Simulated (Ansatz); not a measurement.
Starting cell, LiCl (rock salt):

```yaml
crystal:
  lattice:
    - [0.00000, 5.15039, 5.15039]
    - [2.57520, 2.57520, 5.15039]
    - [2.57520, 2.57520, 0.00000]
  atoms:
    - { symbol: Cl, position: [0.00000, 0.00000, 0.00000] }
    - { symbol: Cl, position: [0.50000, 0.00000, 0.00000] }
    - { symbol: Li, position: [0.00000, 0.50000, 0.50000] }
    - { symbol: Li, position: [0.50000, 0.50000, 0.50000] }
```

A phonon eigenvector at X = (0.5, 0.5, 0.0) is frozen into this cell: atom i moves by Q times the vector below, so Q is the largest atomic displacement, in Å. The cell is held. (q is in reciprocal vectors of the primitive cell; the cell shown is doubled to hold the pattern.)

| atom | x | y | z |
|---|---|---|---|
| Cl1 | 0.000 | 0.000 | 0.011 |
| Cl2 | 0.000 | 0.000 | -0.011 |
| Li3 | 0.000 | 0.000 | 1.000 |
| Li4 | 0.000 | 0.000 | -1.000 |

The numbers are results of PBE (plane waves to 420 eV, PAW, scalar-relativistic; Ansatz, a quantum-chemistry and plane-wave program), not measurements. k mesh 11×11×11 (Γ-centred), Fermi-Dirac smearing 0.05 eV. LiCl was relaxed with its symmetry unable to fall. 

```json
[
 {"Q (Å)": "-0.280", "−dE/dQ from forces (eV/Å)": "0.910"},
 {"Q (Å)": "-0.233", "−dE/dQ from forces (eV/Å)": "0.685"},
 {"Q (Å)": "-0.187", "−dE/dQ from forces (eV/Å)": "0.500"},
 {"Q (Å)": "-0.140", "−dE/dQ from forces (eV/Å)": "0.348"},
 {"Q (Å)": "-0.093", "−dE/dQ from forces (eV/Å)": "0.219"},
 {"Q (Å)": "-0.047", "−dE/dQ from forces (eV/Å)": "0.106"},
 {"Q (Å)": "0.000", "−dE/dQ from forces (eV/Å)": "0.000"},
 {"Q (Å)": "0.047", "−dE/dQ from forces (eV/Å)": "-0.106"},
 {"Q (Å)": "0.093", "−dE/dQ from forces (eV/Å)": "-0.219"},
 {"Q (Å)": "0.140", "−dE/dQ from forces (eV/Å)": "-0.348"},
 {"Q (Å)": "0.187", "−dE/dQ from forces (eV/Å)": "-0.500"},
 {"Q (Å)": "0.233", "−dE/dQ from forces (eV/Å)": "-0.685"},
 {"Q (Å)": "0.280", "−dE/dQ from forces (eV/Å)": "-0.910"}
]
```

What harmonic wavenumber does the curvature at Q = 0 give?

209 cm⁻¹. E″ = 2.24 eV/Å², M = Σ mᵢ|uᵢ|² = 13.9 u, ν̃ = 521.5·√(|E″|/M).

(A displaced cell: forces are minus the slopes of the energy, force constants its curvatures, and phonons follow from these.)
